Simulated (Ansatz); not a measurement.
Input:

KCrF$_{3}$:
```
CELL_PARAMETERS angstrom
      4.13401     0.00000     0.00000
      0.00000     4.13401     0.00000
      0.00000     0.00000     4.13401
ATOMIC_POSITIONS crystal
  K  0.50000 0.50000 0.50000
  Cr 0.00000 0.00000 0.00000
  F  0.00000 0.00000 0.50000
  F  0.00000 0.50000 0.00000
  F  0.50000 0.00000 0.00000
```
The run is spin-polarised.

This is the r²SCAN-relaxed structure.

Task: All from the program Ansatz at the r²SCAN level (PAW), unless another level is named. Give the Bader charges.

Result: K +0.90, Cr +1.57, F -0.82 e.

Task: And the net moment?

Result: 0.80 μB per atom.

Space group Pm-3m (cubic perovskite). The workflow started from a Materials Project entry (that database holds measured and hypothetical structures alike); the Crystallography Open Database copy checked does not list it. COD files the formula under space group No. 12, 140. Its standing as an ambient phase is unchecked. The cell was relaxed with r²SCAN under the symmetry of its start; whether a distortion lowers the energy is not shown. Spin order of the final state: ferromagnetic, chosen from 2 collinear starts compared on coarse meshes (ties went to the first, and starts can fall back to one state), not a proven ground state. Other orbital occupations within this spin state were not tried. No Hubbard U is applied. For itinerant 3d metals, meta-GGAs of the SCAN family and hybrids are commonly reported to give too large moments.

Potentials: the later of the program's two PAW sets.
